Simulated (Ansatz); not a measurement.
ZrTi:
```cif
data_TiZr
_chemical_formula_sum 'Zr1 Ti1'
_space_group_name_H-M_alt 'P-6m2'
_space_group_IT_number 187
_space_group_name_Hall 'P -6 2'
_cell_length_a 3.10947
_cell_length_b 3.10947
_cell_length_c 4.89209
_cell_angle_alpha 90.000
_cell_angle_beta 90.000
_cell_angle_gamma 120.000
loop_
_atom_site_label
_atom_site_type_symbol
_atom_site_symmetry_multiplicity
_atom_site_Wyckoff_symbol
_atom_site_fract_x
_atom_site_fract_y
_atom_site_fract_z
_atom_site_occupancy
Zr1 Zr 1 a 0.00000 0.00000 0.00000 1
Ti1 Ti 1 d 0.33333 0.66667 0.50000 1
```

Relaxed at zero pressure with plane-wave PAW r²SCAN (Ansatz code).

### Question
The volume is lowered by 3 % and shape and atoms relax at that volume. What pressure results, and how do the axes share the change?

### Answer
3.2 GPa; a -1.1 %, b -1.1 %, c -0.8 %; the energy rises by 6 meV/atom.

### Question
Give the new structure.

### Answer

Space group P-6m2 (No. 187); a = 3.076 Å, b = 3.076 Å, c = 4.851 Å, α = 90.00°, β = 90.00°, γ = 120.00°

```
atom  site  symmetry       x       y       z
----  ----  --------  ------  ------  ------
Zr      1a      -6m2  0.0000  0.0000  0.0000
Ti      1d      -6m2  0.3333  0.6667  0.5000
```

The phase is kept; no other phase was compared at this pressure.

The workflow started from a Materials Project entry (that database holds measured and hypothetical structures alike); the Crystallography Open Database copy checked does not list it. With Zr and Ti taken as one species the cell has the higher symmetry P6_3/mmc, so it may be an ordered model of a mixed-site phase. Its standing as an ambient phase is unchecked. The r²SCAN relaxation kept the symmetry of its start; whether a distortion lowers the energy is not shown. The run is not spin-polarised. Axis ratios of metals converge slowly with the k-mesh, so a and c are less sure than the volume.

Potentials: the later of the program's two PAW sets.
